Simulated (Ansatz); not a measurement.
Si₂W in space group Cmcm (No. 63; Si on 4c, Si on 4c, W on 4c), plane-wave PAW PBE (Ansatz code), all energies at zero smearing, with the estimated change up to a 700 eV cutoff added, with one set of potentials and settings (totals compare only within such a set). Cell of 6 atoms (4 Si, 2 W): -23312.462 eV.

```
element             reference phase  E (eV/atom)
-------  --------------------------  -----------
Si       Fd-3m, 2 atoms in the cell    -635.8096
W        Im-3m, 1 atoms in the cell  -10384.8193
```

Formation energy per atom, worked out: (-23312.462 − 4×(-635.8096) − 2×(-10384.8193))/6 = 0.069 eV/atom (7 kJ per mol of atoms), at 0 K, without zero-point energy or fitted corrections.

A made-up cell: these elements were put on the sites of a structure type; neither database checked (COD, Materials Project) lists it. It is not the phase usual at ambient conditions (space group No. 139). The cell was relaxed with PBE under the symmetry of its start; its stability against distortions is not shown here. No spin polarisation was allowed. The references are the lowest solids computed at this level, not always the standard phases. Scalar-relativistic: spin–orbit coupling is off unless named, which matters more the heavier the elements.

Potentials: the later of the program's two PAW sets.
